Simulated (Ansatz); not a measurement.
One crystal and one scan (scan of one atom of the cell) at two levels, PBE (plane waves to 420 eV, PAW, scalar-relativistic; Ansatz, a quantum-chemistry and plane-wave program) and r2SCAN (plane waves to 500 eV, PAW, scalar-relativistic; Ansatz), each from its own relaxed cell and on its own mesh. The cell shown is that of PBE.

Starting cell, Os (hcp, Mg type):

```xyz
4
Lattice="5.5097 0.0000 0.0000 -1.3774 2.3858 0.0000 0.0000 0.0000 4.3443" Properties=species:S:1:pos:R:3 pbc="T T T"
Os     0.0000     1.5905     3.2582
Os     2.7549     1.5905     3.2582
Os     1.3774     0.7953     1.0861
Os     4.1323     0.7953     1.0861
```

Scan: atom 1 (Os, nearest neighbour Os at 2.692 Å; its periodic images, 2.8 Å or more away, move with it) is displaced along Cartesian [111], direction (0.577, 0.577, 0.577) in Cartesian axes, by s. The other atoms stay.

E stands for the smeared free energy. Os is run without spin polarisation. Os was relaxed with its symmetry unable to fall. Spin-orbit coupling is left out, though Os is heavy. (PBE) Left out: 3 of 11 points, with atoms too close for the PAW data. (r2SCAN) Left out: 3 of 11 points, with atoms too close for the PAW data. With partly filled bands, energies and forces of such displacements shift with the k mesh and the smearing. Percentages come from the unrounded values.

Results of PBE:

* **Lattice constant a (Å)**: 2.755
* **Lattice constant c (Å)**: 4.344
* **Relaxed volume (Å³/atom)**: 14.28
* **Force constant k = d²E/ds² at s = 0 (finite differences) (eV/Å²)**: 14.75
* **Shape of the curve**: a single well with its minimum at or next to zero displacement

Q: What does r2SCAN give for the same quantities?

A: 
```csv
quantity,r2SCAN,PBE − r2SCAN
Lattice constant a (Å),2.738,+0.017 (+0.6 %)
Lattice constant c (Å),4.316,+0.028 (+0.7 %)
Relaxed volume (Å³/atom),14.01,+0.27 (+1.9 %)
Force constant k = d²E/ds² at s = 0 (finite differences) (eV/Å²),15.64,-0.89 (-5.7 %)
```

PBE gives the higher value for: lattice constant a; lattice constant c; relaxed volume. PBE gives the lower value for: force constant k = d²E/ds² at s = 0. Both give the same shape of the curve: a single well with its minimum at or next to zero displacement.

(For displaced atoms, the force is minus the slope of the energy, and its curvature is a force constant, which sets phonon frequencies.)
